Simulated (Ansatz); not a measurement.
HgI:
```
HgI
1.0
   -2.34870     2.34870     5.78631
    2.34870    -2.34870     5.78631
    2.34870     2.34870    -5.78631
Hg I
2 2
Cartesian
  0.00000   0.00000  10.27317
  0.00000   0.00000   1.29944
  0.00000   0.00000   7.51989
  0.00000   0.00000   4.05272
```

The program Ansatz at the LDA level (PAW) gives a gap of 0.90 eV without spin–orbit coupling, maximum on the S0–Γ line, 31 % of the way from S0, minimum on the Γ–M line, 63 % of the way from Γ.

**Question.** What happens when spin–orbit coupling is switched on?

**Answer.** The gap shrinks by 0.04 eV, to 0.86 eV; maximum on the S0–Γ line, 31 % of the way from S0, minimum on the Γ–M line, 64 % of the way from Γ.

Space group I4/mmm. The first step of the workflow began from a Materials Project structure, measured or hypothetical; the Crystallography Open Database files this formula in space group No. 139, but the cells were not matched. Its standing as an ambient phase is unchecked. The LDA relaxation kept the symmetry of its start; its stability against distortions is not shown here. A crystal of weakly bound molecules computed without a dispersion correction: the cell and the soft elastic constants depend strongly on that.

Potentials: the later of the program's two PAW sets.
